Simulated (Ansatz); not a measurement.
Relaxed-ion elastic tensor of MoW (CsCl type, Pm-3m) in GPa (Voigt order), plane-wave PAW PBEsol (Ansatz code); density 14.98 g/cm³, 15.51 Å³ per atom.

```
525  190  190  0.0  0.0  0.0
190  525  190  0.0  0.0  0.0
190  190  525  0.0  0.0  0.0
0.0  0.0  0.0  128  0.0  0.0
0.0  0.0  0.0  0.0  128  0.0
0.0  0.0  0.0  0.0  0.0  128
```

### Question
Is the crystal mechanically stable?

### Answer
Yes: the smallest eigenvalue of C is 128 GPa.

### Question
Work out the Voigt, Reuss and Hill averages.

### Answer
K_V = 302, K_R = 302, K_H = 302; G_V = 144, G_R = 141, G_H = 143 GPa.

### Question
Give Young's modulus, Poisson's ratio, Pugh's ratio and the universal anisotropy index.

### Answer
E = 9KG/(3K + G) = 370 GPa; ν = 0.30; K/G = 2.12 (ductile by the Pugh limit of 1.75); A_U = 5G_V/G_R + K_V/K_R − 6 = 0.09.

### Question
Estimate the sound speeds and the Debye temperature.

### Answer
v_l = √((K + 4G/3)/ρ) = 5730 m/s, v_t = √(G/ρ) = 3090 m/s, mean 3450 m/s; Θ = (h/k)(3n/4πV)^(1/3) v_m = 411 K.

### Question
Give the Zener ratio and Young's modulus along [100], [110] and [111].

### Answer
A = 2C44/(C11 − C12) = 0.76; 1/E = S11 − 2(S11 − S12 − S44/2)Γ with Γ = 0, 1/4, 1/3 gives 425, 355, 336 GPa.

### Question
Solve the Christoffel equation for the three sound speeds along [100], [110], [111].

### Answer
Eigenvalues of C_ijkl n_j n_l equal ρv². In km/s, slowest first: [100] 2.92, 2.92, 5.92; [110] 2.92, 3.35, 5.69; [111] 3.21, 3.21, 5.62.

The start of the workflow was typed in or built on a structure type; neither database checked (COD, Materials Project) lists it. Whether it is the stable phase at ambient conditions was not checked. The cell was relaxed with PBEsol under the symmetry of its start; whether a distortion lowers the energy is not shown. No spin polarisation was allowed. As this level gives no gap, shear constants depend on the k-mesh and smearing (Fermi–Dirac, 0.1 eV here). Spin–orbit coupling is left out wherever it is not named.

Potentials: the earlier of the program's two PAW sets. The files were generated under PBE; for other functionals the program regenerates the frozen cores, and for LDA and PBEsol the local potential too.
